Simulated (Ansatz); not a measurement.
## Property card for Ta3Ru

Ta₃Ru in space group Fm-3m (No. 225; Ta on 8c, Ta on 4b, Ru on 4a), a = 6.4290 Å, b = 6.4290 Å, c = 6.4290 Å, α = 90.00°, β = 90.00°, γ = 90.00°; the cell used has 4 atoms.

Space group Fm-3m (No. 225); conventional cell a = b = c = 6.4290 Å, α = β = γ = 90.00°.

Method: r²SCAN (plane waves, PAW; program Ansatz). The cell and atoms are relaxed at this level. Other levels are named where they apply.

### Cell and energy

Volume per atom: 16.61 Å³
Density: 16.10 g/cm³
Formation energy from the elements (no fitted shifts): -0.24 eV/atom

### Electronic structure

- Electronic character: metallic (no gap)
- Density of states at the Fermi level: 0.51 states/eV per atom (mean over ±0.08 eV)
- Gap with spin–orbit coupling: none (metallic)

### Mechanics

- Bulk modulus (Birch–Murnaghan fit) = 2370 kbar
- Pressure derivative B′ = 4.1
- Elastic constants (relaxed ions, GPa) = C11 = 385, C12 = 164, C44 = 72.6
- Mechanical stability = stable (all eigenvalues of C positive)
- Hill bulk and shear moduli = 238 and 86.0 GPa
- Young's modulus = 230 GPa
- Poisson's ratio = 0.34
- Debye temperature from the elastic constants = 303 K

### Phonons

- Highest zone-centre frequency = 190 cm⁻¹
- Zone-centre stability = no imaginary mode at Γ

### Charges

* **Bader charges**: Ta -0.03 to +0.69, Ru -1.36 e

The first step of the workflow began from a Materials Project structure, measured or hypothetical; the Crystallography Open Database copy checked does not list it. With Ta and Ru taken as one species the cell has the higher symmetry Im-3m, so it may be an ordered model of a mixed-site phase. Whether it is the stable phase at ambient conditions was not checked. Symmetry was held in the r²SCAN relaxation. The run is not spin-polarised. As this level gives no gap, shear constants depend on the k-mesh and smearing (Fermi–Dirac, 0.1 eV here). As this level gives no gap, phonon frequencies hold no LO–TO term and depend on the k-mesh and smearing (Fermi–Dirac, 0.1 eV here). The references are the lowest solids computed at this level, not always the standard phases. Scalar-relativistic: spin–orbit coupling is off unless named, which matters more the heavier the elements.

Potentials: the later of the program's two PAW sets.
